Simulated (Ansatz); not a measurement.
Nb2O5:
```xyz
7
Lattice="6.4344 1.9102 0.0000 -6.4344 1.9102 0.0000 -0.0456 0.0000 3.9577" Properties=species:S:1:pos:R:3 pbc="T T T"
Nb     4.5049     1.9102     3.7110
Nb    -4.5505     1.9102     0.2467
O      4.4966     1.9102     1.9265
O     -4.5422     1.9102     2.0313
O      0.0000     0.0000     0.0000
O      2.3786     1.9102     0.0149
O     -2.4242     1.9102     3.9429
```

Relaxed with PBEsol. PBEsol (plane waves, PAW; program Ansatz) gives a gap of 2.17 eV.

Task: What gap does HSE06 give on the same cell (Ansatz, PAW)?

Result: 3.62 eV, 1.44 eV more. The hybrid was solved on a coarser mesh and at special points; its gap is the smallest among all of these.

```
k   v1 PBEsol  c1 PBEsol  v1 HSE06  c1 HSE06
--  ---------  ---------  --------  --------
Γ       -0.69       2.44     -0.80      3.89
Y2      -0.80       2.17     -0.91      3.62
A       -0.20       3.66     -0.20      5.19
M2      -0.14       3.41       ___       ___
V2      -0.90       2.56       ___       ___
L2       0.00       2.90       ___       ___
C       -0.91       2.66     -0.97      4.10
D       -0.05       2.97       ___       ___
```

Task: Top valence (v1) and lowest conduction level (c1) in eV from each method's valence maximum (which need not be a listed point): supply the withheld HSE06 values.

Result: 
- D, v1 HSE06: -0.05
- D, c1 HSE06: 4.48
- V2, v1 HSE06: -0.96
- V2, c1 HSE06: 4.02
- L2, v1 HSE06: 0.00
- L2, c1 HSE06: 4.41
- M2, v1 HSE06: -0.13
- M2, c1 HSE06: 4.96

Cost on shared cores: the PBEsol run (SCF on a 8×8×7 mesh, then bands and DOS) very roughly 2.4 core-minutes, the HSE06 run (SCF on 5×5×4, then a few points) about 7 core-minutes (a rough figure); the tasks are unlike.

Space group C2/m. The first step of the workflow began from a Materials Project structure, measured or hypothetical; the Crystallography Open Database copy checked does not list it. COD files the formula under space group No. 3, 15, 139, so this cell is another polymorph or a model. Whether it is the stable phase at ambient conditions was not checked. The cell was relaxed with PBEsol under the symmetry of its start; its stability against distortions is not shown here. The run is not spin-polarised. Spin–orbit coupling is left out wherever it is not named.

Potentials: the later of the program's two PAW sets.
